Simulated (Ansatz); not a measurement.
Relaxed-ion elastic tensor of CaGaGeH in space group P3m1 (No. 156; Ca on 1b, Ga on 1a, Ge on 1c, H on 1a) in GPa (Voigt order), the program Ansatz at the LDA level (PAW); density 4.69 g/cm³, 16.25 Å³ per atom.

```tsv
	1	2	3	4	5	6
1	165	45.6	25.3	-14.6	0.0	0.0
2	45.6	165	25.3	14.6	0.0	0.0
3	25.3	25.3	76.0	0.0	0.0	0.0
4	-14.6	14.6	0.0	43.6	0.0	0.0
5	0.0	0.0	0.0	0.0	43.6	-14.6
6	0.0	0.0	0.0	0.0	-14.6	59.5
```

Task: Is the crystal mechanically stable?

Result: Yes: the smallest eigenvalue of C is 34.9 GPa.

Task: Work out the Voigt, Reuss and Hill averages.

Result: K_V = 66.4, K_R = 56.3, K_H = 61.4; G_V = 49.9, G_R = 44.0, G_H = 46.9 GPa.

Task: Give Young's modulus, Poisson's ratio, Pugh's ratio and the universal anisotropy index.

Result: E = 9KG/(3K + G) = 112 GPa; ν = 0.20; K/G = 1.31 (brittle by the Pugh limit of 1.75); A_U = 5G_V/G_R + K_V/K_R − 6 = 0.86.

Task: Estimate the sound speeds and the Debye temperature.

Result: v_l = √((K + 4G/3)/ρ) = 5140 m/s, v_t = √(G/ρ) = 3160 m/s, mean 3490 m/s; Θ = (h/k)(3n/4πV)^(1/3) v_m = 410 K.

Task: How much does each axis shrink under pressure?

Result: Linear compressibilities β_i = Σ_j S_ij (j = 1 to 3): x 3.4, y 3.4, z 11 per TPa.

The workflow started from a Materials Project entry (that database holds measured and hypothetical structures alike); the Crystallography Open Database files this formula in space group No. 156, but the cells were not matched. Its standing as an ambient phase is unchecked. Symmetry was held in the LDA relaxation; of distortions, only those at the zone centre were tested.

Potentials: the later of the program's two PAW sets.
